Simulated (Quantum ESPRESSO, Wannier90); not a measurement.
## Wannier functions of ZrPbO3 (Amm2)

Structure: Materials Project mp-20337, symmetrised, not relaxed again. COD (Crystallography Open Database) has the formula in 2 space groups, this one among them (matched by group alone). Level: PBEsol, no spin polarisation, no spin-orbit coupling; pw.x of Quantum ESPRESSO at 68 Ry with PseudoDojo potentials, 8×8×8 k-points, Wannier90. Density: 8×8×8 mesh, cold smearing 0.01 Ry. Spin-orbit coupling is left out although heavy elements are present.

On the energy scale of pw.x, whose zero is arbitrary, the valence-band maximum lies at 8.88 eV.

Input w.win:

```
num_bands = 10
num_wann = 10
exclude_bands = 1-12,23-43
num_iter = 1000
conv_tol = 1.0e-6
conv_window = 4
write_hr = true
write_u_matrices = true
auto_projections = true
begin unit_cell_cart
ang
    4.1763600000    0.0000000000    0.0000000000
    0.0000000000    2.9806950000    3.0669850000
    0.0000000000   -2.9806950000    3.0669850000
end unit_cell_cart
begin atoms_frac
Zr   0.5000000000 -0.4931200000 -0.4931200000
Pb   0.0000000000 -0.0549800000 -0.0549800000
O    0.5000000000  0.0320300000 -0.4368500000
O    0.5000000000 -0.4368500000  0.0320300000
O    0.0000000000 -0.4400900000 -0.4400900000
end atoms_frac
mp_grid = 8 8 8
begin kpoints
0.0000000000 0.0000000000 0.0000000000
0.0000000000 0.0000000000 0.1250000000
0.0000000000 0.0000000000 0.2500000000
... (509 more lines: the 8x8x8 mesh through Gamma)
end kpoints
```

Input of pw2wannier90.x that gives the overlap and projection files (equivalent; here they were cut from one run over all bands):

```
&inputpp
  outdir = './out'
  prefix = 'pwscf'
  seedname = 'w'
  write_amn = .true.
  write_mmn = .true.
  atom_proj = .true.
  atom_proj_exclude = 1 2 3 4 5 6 7 8 9 10 11 12 13 14 15 17 18 19 20 24 28
/
```

Output w.wout (banner and timings cut):

```
                                    ------
                                    SYSTEM
                                    ------

                              Lattice Vectors (Ang)
                    a_1     4.176360   0.000000   0.000000
                    a_2     0.000000   2.980695   3.066985
                    a_3     0.000000  -2.980695   3.066985

                   Unit Cell Volume:      76.35845  (Ang^3)

                        Reciprocal-Space Vectors (Ang^-1)
                    b_1     1.504464   0.000000  -0.000000
                    b_2    -0.000000   1.053980   1.024326
                    b_3     0.000000  -1.053980   1.024326

 *----------------------------------------------------------------------------*
 |   Site       Fractional Coordinate          Cartesian Coordinate (Ang)     |
 +----------------------------------------------------------------------------+
 | zr   1   0.50000  -0.49312  -0.49312   |    2.08818   0.00000  -3.02478    |
 | pb   1   0.00000  -0.05498  -0.05498   |    0.00000   0.00000  -0.33725    |
 | o    1   0.50000   0.03203  -0.43685   |    2.08818   1.39759  -1.24158    |
 | o    2   0.50000  -0.43685   0.03203   |    2.08818  -1.39759  -1.24158    |
 | o    3   0.00000  -0.44009  -0.44009   |    0.00000   0.00000  -2.69950    |
 *----------------------------------------------------------------------------*
                                ------------
                                K-POINT GRID
                                ------------

             Grid size =  8 x  8 x  8      Total points =  512

 *---------------------------------- MAIN ------------------------------------*
 |  Number of Wannier Functions               :                10             |
 |  Number of Objective Wannier Functions     :                10             |
 |  Number of input Bloch states              :                10             |
 |  Output verbosity (1=low, 5=high)          :                 1             |
 |  Timing Level (1=low, 5=high)              :                 1             |
 |  Optimisation (0=memory, 3=speed)          :                 3             |
 |  Length Unit                               :               Ang             |
 |  Post-processing setup (write *.nnkp)      :                 F             |
 |  Using Gamma-only branch of algorithms     :                 F             |
 *----------------------------------------------------------------------------*
 *------------------------------- WANNIERISE ---------------------------------*
 |  Total number of iterations                :              1000             |
 |  Number of CG steps before reset           :                 5             |
 |  Trial step length for line search         :             2.000             |
 |  Convergence tolerence                     :         0.100E-05             |
 |  Convergence window                        :                 4             |
 |  Iterations between writing output         :                 1             |
 |  Iterations between backing up to disk     :               100             |
 |  Write r^2_nm to file                      :                 F             |
 |  Write xyz WF centres to file              :                 F             |
 |  Write on-site energies <0n|H|0n> to file  :                 F             |
 |  Use guiding centre to control phases      :                 F             |
 |  Use phases for initial projections        :                 F             |
 *----------------------------------------------------------------------------*
 *-------------------------------- PLOTTING ----------------------------------*
 |  Plotting Hamiltonian in WF basis          :                 T             |
 *----------------------------------------------------------------------------*

       ... (k-mesh section left out)

 Starting a new Wannier90 calculation ...

 Reading overlaps from w.mmn

 Reading projections from w.amn

 *------------------------------- WANNIERISE ---------------------------------*
 +--------------------------------------------------------------------+<-- CONV
 | Iter  Delta Spread     RMS Gradient      Spread (Ang^2)            |<-- CONV
 +--------------------------------------------------------------------+<-- CONV

 ------------------------------------------------------------------------------
 Initial State
  WF centre and spread    1  ( -0.000000, -0.000000, -0.175196 )     1.78174838
  WF centre and spread    2  (  2.088180,  1.435259, -1.227046 )     1.37381465
  WF centre and spread    3  (  2.088180,  1.391186, -1.161838 )     1.56988318
  WF centre and spread    4  (  2.088180,  1.427375, -1.199548 )     1.40545901
  WF centre and spread    5  (  2.088180, -1.435259, -1.227046 )     1.37381465
  WF centre and spread    6  (  2.088180, -1.391186, -1.161838 )     1.56988318
  WF centre and spread    7  (  2.088180, -1.427375, -1.199548 )     1.40545901
  WF centre and spread    8  ( -0.000000,  0.000000, -2.564854 )     1.60304894
  WF centre and spread    9  ( -0.000000, -0.000000, -2.718712 )     1.33462644
  WF centre and spread   10  ( -0.000000, -0.000000, -2.715760 )     1.40974690
  Sum of centres and spreads ( 12.529080, -0.000000,-15.351386 )    14.82748434

      0     0.148E+02     0.0000000000       14.8274843422  <-- CONV
        O_D=      0.0109459 O_OD=      0.4967457 O_TOT=     14.8274843 <-- SPRD
 ------------------------------------------------------------------------------
      1    -0.158E+00     0.1335501156       14.6693251495  <-- CONV
        O_D=      0.0124216 O_OD=      0.3371107 O_TOT=     14.6693251 <-- SPRD
      2    -0.702E-01     0.1605460137       14.5991476299  <-- CONV
        O_D=      0.0123633 O_OD=      0.2669915 O_TOT=     14.5991476 <-- SPRD
      3    -0.282E-01     0.1364565948       14.5709297134  <-- CONV
        O_D=      0.0102388 O_OD=      0.2408981 O_TOT=     14.5709297 <-- SPRD
      4    -0.101E-01     0.0896208631       14.5608465044  <-- CONV
        O_D=      0.0089341 O_OD=      0.2321196 O_TOT=     14.5608465 <-- SPRD
      5    -0.466E-02     0.0630326988       14.5561873564  <-- CONV
        O_D=      0.0084152 O_OD=      0.2279794 O_TOT=     14.5561874 <-- SPRD
       ... (lines left out)
     28    -0.711E-06     0.0007288986       14.5503866351  <-- CONV
        O_D=      0.0079551 O_OD=      0.2226388 O_TOT=     14.5503866 <-- SPRD
     29    -0.453E-06     0.0006041776       14.5503861816  <-- CONV
        O_D=      0.0079551 O_OD=      0.2226382 O_TOT=     14.5503862 <-- SPRD
     30    -0.295E-06     0.0005028331       14.5503858869  <-- CONV
        O_D=      0.0079552 O_OD=      0.2226379 O_TOT=     14.5503859 <-- SPRD
             <<<     Delta < 1.000E-06  over  4 iterations     >>>
             <<< Wannierisation convergence criteria satisfied >>>
 Final State
  WF centre and spread    1  ( -0.000000,  0.000000, -0.148915 )     1.97859458
  WF centre and spread    2  (  2.088180,  1.436005, -1.225924 )     1.35115136
  WF centre and spread    3  (  2.088180,  1.398321, -1.165598 )     1.48161361
  WF centre and spread    4  (  2.088180,  1.428415, -1.199919 )     1.36837012
  WF centre and spread    5  (  2.088180, -1.436005, -1.225924 )     1.35115136
  WF centre and spread    6  (  2.088180, -1.398321, -1.165598 )     1.48161361
  WF centre and spread    7  (  2.088180, -1.428415, -1.199919 )     1.36837012
  WF centre and spread    8  ( -0.000000,  0.000000, -2.581339 )     1.46561543
  WF centre and spread    9  ( -0.000000, -0.000000, -2.718989 )     1.33121226
  WF centre and spread   10  ( -0.000000, -0.000000, -2.715520 )     1.37269344
  Sum of centres and spreads ( 12.529080, -0.000000,-15.347644 )    14.55038589

         Spreads (Ang^2)       Omega I      =    14.319792810
        ================       Omega D      =     0.007955192
                               Omega OD     =     0.222637885
    Final Spread (Ang^2)       Omega Total  =    14.550385887
```
